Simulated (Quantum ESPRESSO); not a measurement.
**Kohn-Sham bands of CuI (wurtzite)**

```xyz
4
Lattice="4.2437 0.0000 0.0000 -2.1218 3.6752 0.0000 0.0000 0.0000 6.9884" Properties=species:S:1:pos:R:3 pbc="T T T"
Cu    -2.1218     1.2251    -0.8898
Cu     2.1218    -1.2251     2.6044
I     -2.1218     1.2251    -3.4780
I      2.1218    -1.2251     0.0162
```

Cell from Materials Project (mp-569346), symmetrised, no further relaxation. COD (Crystallography Open Database) has the formula in 3 space groups, this one among them (matched by group alone). Computed values, not measurements, from PBEsol: Quantum ESPRESSO (norm-conserving PseudoDojo potentials, cutoff 74 Ry, spinors with spin-orbit coupling) on a Γ-centred 6×6×4 mesh, then Wannier90. Density: 12×12×6 mesh, Gaussian smearing 0.01 Ry. A non-magnetic state is assumed, with no Hubbard U; filled 3d bands tend to lie too high at this level.

Energies are relative to the valence-band maximum; weights are on the orthonormalised atomic waves of the pseudopotential files, averaged over the group. 52 electrons a cell are treated as valence.

```json
[
 {"bands": "1–4", "from (eV)": "-111.52", "to (eV)": "-111.52", "filling": "filled", "weight on atomic waves": "[?]"},
 {"bands": "5–8", "from (eV)": "-70.82", "to (eV)": "-70.82", "filling": "filled", "weight on atomic waves": "[?]"},
 {"bands": "9–16", "from (eV)": "-68.23", "to (eV)": "-68.23", "filling": "filled", "weight on atomic waves": "[?]"},
 {"bands": "17–20", "from (eV)": "-14.34", "to (eV)": "-13.54", "filling": "filled", "weight on atomic waves": "[?]"},
 {"bands": "21–32", "from (eV)": "-6.06", "to (eV)": "-3.71", "filling": "filled", "weight on atomic waves": "[?]"},
 {"bands": "33–52", "from (eV)": "-2.42", "to (eV)": "0.00", "filling": "filled", "weight on atomic waves": "[?]"}
]
```

### Question
Which atomic shells make up each group?

### Answer

- 1–4, weight on atomic waves: Cu 3s 100 %
- 5–8, weight on atomic waves: Cu 3p 100 %
- 9–16, weight on atomic waves: Cu 3p 100 %
- 17–20, weight on atomic waves: I 5s 89 %, Cu 4s 8 %
- 21–32, weight on atomic waves: I 5p 70 %, Cu 3d 21 %, Cu 4s 7 %
- 33–52, weight on atomic waves: Cu 3d 86 %, I 5p 11 %

The Kohn-Sham gap over both meshes and the path is 0.92 eV.
